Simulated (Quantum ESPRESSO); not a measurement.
Zr2TaO5F3, one run as intended and one with a planted mistake

Simulated, not a measurement. The program is pw.x of Quantum ESPRESSO 7.5 (plane-wave density functional theory). The cell is made up: 11 atoms on a rutile lattice with one site empty, with randomly drawn elements, strain and displacements, not relaxed. PseudoDojo standard norm-conserving files (v0.5 for PBE, v0.4.1 for LDA and PBEsol) set the functional; there is no spin polarisation, spin-orbit coupling or dispersion term, and the masses in the input are unused placeholders.

Intended input:

```
&control calculation='scf', pseudo_dir='./dojo.nc.sr.pbe.v0_5.standard.upf', outdir='./o', disk_io='low', tprnfor=.true., tstress=.true. /
&system ibrav=0, nat=11, ntyp=4, nbnd=50, ecutwfc=84.00895049, nosym=.true., tot_charge=0,
 occupations='smearing', smearing='fd', degauss=0.0018374661
/
&electrons conv_thr=7.350e-09, electron_maxstep=60, /
ATOMIC_SPECIES
F 1.0 F.upf
O 1.0 O.upf
Ta 1.0 Ta.upf
Zr 1.0 Zr.upf
CELL_PARAMETERS angstrom
4.9379 0.0 0.0
0.0 4.9379 0.0
0.0 0.0 6.5906
ATOMIC_POSITIONS angstrom
Zr -0.0755 0.0069 -0.0748
Zr 2.4977 2.567 1.6463
Ta 0.0858 0.054 3.2895
O 1.5039 1.5032 0.0061
F 3.4912 3.384 0.028
O 3.9495 1.0137 1.6324
F 0.9022 4.0013 1.5266
O 1.6034 1.4453 3.3836
O 3.4321 3.4701 3.2945
O 3.9145 0.892 5.0129
F 1.0376 4.0347 5.0272
K_POINTS automatic
5 5 4 1 1 1
```

The log is shortened where brackets say so; the opening notice, blank lines, dates and the lines on written files are dropped, and the path of the files is cut. It prints rydbergs, bohrs and kilobars, and counts compression as positive stress. Where no state is partly filled, the Fermi energy that it prints is only some level between the filled and the empty states on the mesh, and need not lie in the true gap.

Log of the intended run:

```
     Program PWSCF v.7.5
     Parallel version (MPI & OpenMP), running on       4 processor cores
     Number of MPI processes:                 4
     Threads/MPI process:                     1
     [start-up lines left out]
     bravais-lattice index     =            0
     lattice parameter (alat)  =       9.3313  a.u.
     unit-cell volume          =    1084.4415 (a.u.)^3
     number of atoms/cell      =           11
     number of atomic types    =            4
     number of electrons       =        88.00
     number of Kohn-Sham states=           50
     kinetic-energy cutoff     =      84.0090  Ry
     charge density cutoff     =     336.0358  Ry
     scf convergence threshold =      7.3E-09
     mixing beta               =       0.7000
     number of iterations used =            8  plain     mixing
     Exchange-correlation= PBE
                           (   1   4   3   4   0   0   0)
     [axes and pseudopotential details left out]
   Cartesian axes
     site n.     atom                  positions (alat units)
         1        Zr     tau(   1) = (  -0.0152899   0.0013974  -0.0151481  )
         2        Zr     tau(   2) = (   0.5058223   0.5198566   0.3334008  )
         3        Ta     tau(   3) = (   0.0173758   0.0109358   0.6661739  )
         4        O      tau(   4) = (   0.3045627   0.3044209   0.0012353  )
         5        F      tau(   5) = (   0.7070212   0.6853116   0.0056704  )
         6        O      tau(   6) = (   0.7998339   0.2052897   0.3305859  )
         7        F      tau(   7) = (   0.1827092   0.8103242   0.3091598  )
         8        O      tau(   8) = (   0.3247129   0.2926953   0.6852306  )
         9        O      tau(   9) = (   0.6950526   0.7027481   0.6671865  )
        10        O      tau(  10) = (   0.7927459   0.1806436   1.0151886  )
        11        F      tau(  11) = (   0.2101298   0.8170882   1.0180846  )
     number of k points=    50  Fermi-Dirac smearing, width (Ry)=  0.0018
                       cart. coord. in units 2pi/alat
        k(    1) = (   0.1000000   0.1000000   0.0936542), wk =   0.0400000
        k(    2) = (   0.1000000   0.1000000   0.2809627), wk =   0.0400000
     [further k points left out]
     Dense  grid:   112881 G-vectors     FFT dimensions: (  60,  60,  75)
     Estimated max dynamical RAM per process >     321.18 MB
     Estimated total dynamical RAM >       1.17 GB
     Initial potential from superposition of free atoms
     starting charge      87.9943, renormalised to      88.0000
     Starting wfcs are   62 randomized atomic wfcs
     total cpu time spent up to now is        8.8 secs
     per-process dynamical memory:   240.0 Mb
     Self-consistent Calculation
     iteration #  1     ecut=    84.01 Ry     beta= 0.70
     Davidson diagonalization with overlap
     ethr =  1.00E-02,  avg # of iterations =  2.0
     total cpu time spent up to now is       25.6 secs
     total energy              =    -644.10226236 Ry
     estimated scf accuracy    <       4.98633142 Ry
     iteration #  2     ecut=    84.01 Ry     beta= 0.70
     Davidson diagonalization with overlap
     ethr =  5.67E-03,  avg # of iterations =  6.2
     total cpu time spent up to now is       54.3 secs
     total energy              =    -639.20202904 Ry
     estimated scf accuracy    <      56.02281530 Ry
     [iterations 3 to 16 left out]
     iteration # 17     ecut=    84.01 Ry     beta= 0.70
     Davidson diagonalization with overlap
     ethr =  1.24E-10,  avg # of iterations =  2.2
     total cpu time spent up to now is      348.9 secs
     total energy              =    -646.88426395 Ry
     estimated scf accuracy    <       0.00000002 Ry
     iteration # 18     ecut=    84.01 Ry     beta= 0.70
     Davidson diagonalization with overlap
     ethr =  2.21E-11,  avg # of iterations =  5.0
     total cpu time spent up to now is      370.4 secs
     End of self-consistent calculation
     [lines on levels left out]
     the Fermi energy is     7.0459 ev
!    total energy              =    -646.88426395 Ry
     estimated scf accuracy    <          3.8E-09 Ry
     smearing contrib. (-TS)   =      -0.00000000 Ry
     internal energy E=F+TS    =    -646.88426395 Ry
     The total energy is F=E-TS. E is the sum of the following terms:
     one-electron contribution =    -250.22679893 Ry
     hartree contribution      =     164.34460120 Ry
     xc contribution           =    -143.79979676 Ry
     ewald contribution        =    -417.20226946 Ry
     convergence has been achieved in  18 iterations
     Forces acting on atoms (cartesian axes, Ry/au):
     atom    1 type  4   force =     0.01595346    0.20786582   -0.10395650
     atom    2 type  4   force =     0.00902793   -0.15743910    0.04634439
     atom    3 type  3   force =    -0.10873457    0.14616770    0.15152601
     atom    4 type  2   force =    -0.04384168   -0.02987873    0.10428880
     atom    5 type  1   force =     0.00404200    0.00642654    0.01723693
     atom    6 type  2   force =     0.05756182   -0.05439498    0.06094756
     atom    7 type  1   force =     0.01515031   -0.01849952    0.06398956
     atom    8 type  2   force =    -0.13108267   -0.09701153   -0.09554781
     atom    9 type  2   force =     0.09054205    0.07856181   -0.09013622
     atom   10 type  2   force =     0.11524247   -0.08736892   -0.09640528
     atom   11 type  1   force =    -0.02386112    0.00557090   -0.05828745
     Total force =     0.508485     Total SCF correction =     0.000234
     Computing stress (Cartesian axis) and pressure
          total   stress  (Ry/bohr**3)                   (kbar)     P=     -136.56
  -0.00096612  -0.00065252  -0.00019653         -142.12      -95.99      -28.91
  -0.00065252  -0.00082071  -0.00023365          -95.99     -120.73      -34.37
  -0.00019653  -0.00023365  -0.00099802          -28.91      -34.37     -146.81
     init_run     :      8.30s CPU      8.65s WALL (       1 calls)
     electrons    :    359.53s CPU    361.65s WALL (       1 calls)
     forces       :      3.07s CPU      3.10s WALL (       1 calls)
     stress       :     10.77s CPU     11.07s WALL (       1 calls)
     [timing details left out]
     PWSCF        :   6m21.91s CPU   6m24.79s WALL
     JOB DONE.
```

A second run has one planted mistake: the k-point mesh is too coarse. The input lines that differ, file-writing options aside:

```
- 5 5 4 1 1 1
+ 2 2 2 1 1 1
```

Its log:

```
     Program PWSCF v.7.5
     Parallel version (MPI & OpenMP), running on       4 processor cores
     Number of MPI processes:                 4
     Threads/MPI process:                     1
     [start-up lines left out]
     bravais-lattice index     =            0
     lattice parameter (alat)  =       9.3313  a.u.
     unit-cell volume          =    1084.4415 (a.u.)^3
     number of atoms/cell      =           11
     number of atomic types    =            4
     number of electrons       =        88.00
     number of Kohn-Sham states=           50
     kinetic-energy cutoff     =      84.0090  Ry
     charge density cutoff     =     336.0358  Ry
     scf convergence threshold =      7.3E-09
     mixing beta               =       0.7000
     number of iterations used =            8  plain     mixing
     Exchange-correlation= PBE
                           (   1   4   3   4   0   0   0)
     [axes and pseudopotential details left out]
   Cartesian axes
     site n.     atom                  positions (alat units)
         1        Zr     tau(   1) = (  -0.0152899   0.0013974  -0.0151481  )
         2        Zr     tau(   2) = (   0.5058223   0.5198566   0.3334008  )
         3        Ta     tau(   3) = (   0.0173758   0.0109358   0.6661739  )
         4        O      tau(   4) = (   0.3045627   0.3044209   0.0012353  )
         5        F      tau(   5) = (   0.7070212   0.6853116   0.0056704  )
         6        O      tau(   6) = (   0.7998339   0.2052897   0.3305859  )
         7        F      tau(   7) = (   0.1827092   0.8103242   0.3091598  )
         8        O      tau(   8) = (   0.3247129   0.2926953   0.6852306  )
         9        O      tau(   9) = (   0.6950526   0.7027481   0.6671865  )
        10        O      tau(  10) = (   0.7927459   0.1806436   1.0151886  )
        11        F      tau(  11) = (   0.2101298   0.8170882   1.0180846  )
     number of k points=     4  Fermi-Dirac smearing, width (Ry)=  0.0018
                       cart. coord. in units 2pi/alat
        k(    1) = (   0.2500000   0.2500000   0.1873084), wk =   0.5000000
        k(    2) = (   0.2500000   0.2500000  -0.1873084), wk =   0.5000000
     [further k points left out]
     Dense  grid:   112881 G-vectors     FFT dimensions: (  60,  60,  75)
     Estimated max dynamical RAM per process >     181.33 MB
     Estimated total dynamical RAM >     642.63 MB
     Initial potential from superposition of free atoms
     starting charge      87.9943, renormalised to      88.0000
     Starting wfcs are   62 randomized atomic wfcs
     total cpu time spent up to now is        2.6 secs
     per-process dynamical memory:   105.0 Mb
     Self-consistent Calculation
     iteration #  1     ecut=    84.01 Ry     beta= 0.70
     Davidson diagonalization with overlap
     ethr =  1.00E-02,  avg # of iterations =  2.0
     total cpu time spent up to now is        4.1 secs
     total energy              =    -644.09597963 Ry
     estimated scf accuracy    <       4.99102920 Ry
     iteration #  2     ecut=    84.01 Ry     beta= 0.70
     Davidson diagonalization with overlap
     ethr =  5.67E-03,  avg # of iterations =  6.0
     total cpu time spent up to now is        6.5 secs
     total energy              =    -639.24224125 Ry
     estimated scf accuracy    <      55.75495764 Ry
     [iterations 3 to 16 left out]
     iteration # 17     ecut=    84.01 Ry     beta= 0.70
     Davidson diagonalization with overlap
     ethr =  1.53E-10,  avg # of iterations =  4.2
     total cpu time spent up to now is       34.4 secs
     total energy              =    -646.88312493 Ry
     estimated scf accuracy    <       0.00000002 Ry
     iteration # 18     ecut=    84.01 Ry     beta= 0.70
     Davidson diagonalization with overlap
     ethr =  2.09E-11,  avg # of iterations =  5.0
     total cpu time spent up to now is       36.4 secs
     End of self-consistent calculation
     [lines on levels left out]
     the Fermi energy is     6.9606 ev
!    total energy              =    -646.88312493 Ry
     estimated scf accuracy    <          6.3E-09 Ry
     smearing contrib. (-TS)   =      -0.00000000 Ry
     internal energy E=F+TS    =    -646.88312493 Ry
     The total energy is F=E-TS. E is the sum of the following terms:
     one-electron contribution =    -250.22488261 Ry
     hartree contribution      =     164.34441380 Ry
     xc contribution           =    -143.80038666 Ry
     ewald contribution        =    -417.20226946 Ry
     convergence has been achieved in  18 iterations
     Forces acting on atoms (cartesian axes, Ry/au):
     atom    1 type  4   force =     0.01578424    0.20821039   -0.10420982
     atom    2 type  4   force =     0.00943638   -0.15746026    0.04747359
     atom    3 type  3   force =    -0.10994785    0.14754206    0.15309135
     atom    4 type  2   force =    -0.04374677   -0.02996990    0.10448974
     atom    5 type  1   force =     0.00405309    0.00630115    0.01767329
     atom    6 type  2   force =     0.05772216   -0.05445927    0.06009832
     atom    7 type  1   force =     0.01565989   -0.01861861    0.06417054
     atom    8 type  2   force =    -0.13157070   -0.09823461   -0.09669575
     atom    9 type  2   force =     0.09110826    0.07856920   -0.09164777
     atom   10 type  2   force =     0.11534638   -0.08738458   -0.09583480
     atom   11 type  1   force =    -0.02384508    0.00550443   -0.05860869
     Total force =     0.510835     Total SCF correction =     0.000277
     Computing stress (Cartesian axis) and pressure
          total   stress  (Ry/bohr**3)                   (kbar)     P=     -136.42
  -0.00096011  -0.00065265  -0.00019839         -141.24      -96.01      -29.18
  -0.00065265  -0.00081658  -0.00023358          -96.01     -120.12      -34.36
  -0.00019839  -0.00023358  -0.00100537          -29.18      -34.36     -147.90
     init_run     :      2.31s CPU      2.40s WALL (       1 calls)
     electrons    :     33.55s CPU     33.82s WALL (       1 calls)
     forces       :      0.56s CPU      0.58s WALL (       1 calls)
     stress       :      1.51s CPU      1.53s WALL (       1 calls)
     [timing details left out]
     PWSCF        :     38.12s CPU     38.56s WALL
     JOB DONE.
```

```
                                            intended run  run with the mistake
                          free energy (eV)     -8801.309             -8801.293
                    smearing term -TS (eV)        0.0000                0.0000
                            pressure (GPa)        -13.66                -13.64
            largest force component (eV/Å)         5.344                 5.353
largest change of a force component (eV/Å)                               0.040
                                iterations            18                    18
```

For scale, a rerun of the intended cell at a cutoff of 1467 eV and k mesh 7 x 7 x 6 moved values by no more than 0.004 eV in energy, 0.03 GPa in stress and 0.002 eV/Å in force.